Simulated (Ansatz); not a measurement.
The start is a relaxed TiAl cell with every coordinate shifted by Gaussian noise of σ = 0.2 Å. A full variable-cell relaxation at zero pressure is run with PBEsol (plane waves to 420 eV, PAW, scalar-relativistic; Ansatz, an electronic-structure program). The first steps use a coarse 12×12×8 k-mesh.

Initial structure:
```
TiAl
1.0
    2.79729     0.00000     0.00000
    0.00000     2.79729     0.00000
    0.00000     0.00000     4.03230
Al Ti
1 1
Direct
  0.58830   0.38494   0.53591
  0.98805   0.94295   0.07220
```

**Question.** What pressure does the first self-consistent step give?

**Answer.** +3.9 GPa (positive: the cell is compressed).

**Question.** Which atoms feel the largest initial force, and how large is it?

**Answer.** 1.97 eV/Å, on Al1, Ti2 (atoms numbered as listed).

**Question.** By how much does the energy per atom fall from start to end?

**Answer.** 0.16 eV/atom.

**Question.** Is the parent structure recovered?

**Answer.** It returns to the parent structure, P4/mmm (No. 123).

**Question.** Is the relaxed structure metallic? Give its gap.

**Answer.** No gap (metallic).

Relaxed structure:

```cif
data_AlTi
_chemical_formula_sum 'Al1 Ti1'
_space_group_name_H-M_alt 'P4/mmm'
_space_group_IT_number 123
_space_group_name_Hall '-P 4 2'
_cell_length_a 2.79732
_cell_length_b 2.79732
_cell_length_c 4.03234
_cell_angle_alpha 90.000
_cell_angle_beta 90.000
_cell_angle_gamma 90.000
loop_
_atom_site_label
_atom_site_type_symbol
_atom_site_symmetry_multiplicity
_atom_site_Wyckoff_symbol
_atom_site_fract_x
_atom_site_fract_y
_atom_site_fract_z
_atom_site_occupancy
Al1 Al 1 b 0.00000 0.00000 0.50000 1
Ti1 Ti 1 c 0.50000 0.50000 0.00000 1
```

Final values are on a 17×17×12 k-mesh of the relaxed cell. No spin polarisation in the result.
